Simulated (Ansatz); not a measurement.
Values for one crystal, relaxed and computed with r²SCAN in the plane-wave PAW code Ansatz; other levels are named.

- Volume per atom = 12.76 Å³
- Band gap = 1.80 eV (indirect)
- HSE06 gap on the r²SCAN cell = 2.73 eV
- Electronic dielectric constant ε∞ (DFPT) = 4.55 (xx = yy), 4.32 (zz)
- Conduction-band minimum = at Γ
- Electron effective mass with spin–orbit coupling = 0.19 mₑ (isotropic)
- Debye temperature from the elastic constants = 440 K

**Question.** Which of these materials gives this?
A) MgO, R-3m (Pearson symbol hR16)
B) InP, P6_3mc (In on 2b, P on 2b, In on 2a, P on 2a)
C) In2O3, corundum
D) InP, P4_2/mnm (In on 4g, P on 4f)

**Answer.** C, In2O3, corundum

Space group R-3c (corundum). The workflow started from a Materials Project entry (that database holds measured and hypothetical structures alike); the Crystallography Open Database files this formula in space group No. 167, but the cells were not matched. It is not the phase usual at ambient conditions (space group No. 206). The r²SCAN relaxation kept the symmetry of its start; its stability against distortions is not shown here. Scalar-relativistic: spin–orbit coupling is off unless named, which matters more the heavier the elements.

Potentials: the earlier of the program's two PAW sets.
